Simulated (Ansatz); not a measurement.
CsHgBr$_{3}$ (cubic perovskite, space group No. 221), a = 5.6006 Å, b = 5.6006 Å, c = 5.6006 Å, α = 90.00°, β = 90.00°, γ = 90.00°.

Relaxed with r²SCAN.

### Question
Tabulate the valence density and the electron localisation function along the shortest Hg–Br contact (2.80 Å), r²SCAN (plane waves, PAW; program Ansatz).

### Answer


```tsv
distance from Hg (Å)	density (e/Å³)	ELF
0.28	13.50	0.63
0.42	10.14	0.56
0.56	6.80	0.53
0.70	3.96	0.50
0.84	1.91	0.43
0.98	0.85	0.33
1.12	0.47	0.22
1.26	0.32	0.17
1.40	0.29	0.23
1.54	0.34	0.43
1.68	0.45	0.66
1.82	0.65	0.79
1.96	0.89	0.82
2.10	1.08	0.75
2.24	1.06	0.46
2.38	0.78	0.11
2.52	0.40	0.00
```

The density is the valence pseudo-density with augmentation charge, so density and ELF within about 1 Å of a nucleus are not all-electron values.

Space group Pm-3m (cubic perovskite). The workflow started from an entry of the Crystallography Open Database (COD), which files this formula under 2 space groups. Its standing as an ambient phase is unchecked. Symmetry was held in the r²SCAN relaxation; its stability against distortions is not shown here. Spin–orbit coupling is left out wherever it is not named.

Potentials: the later of the program's two PAW sets.
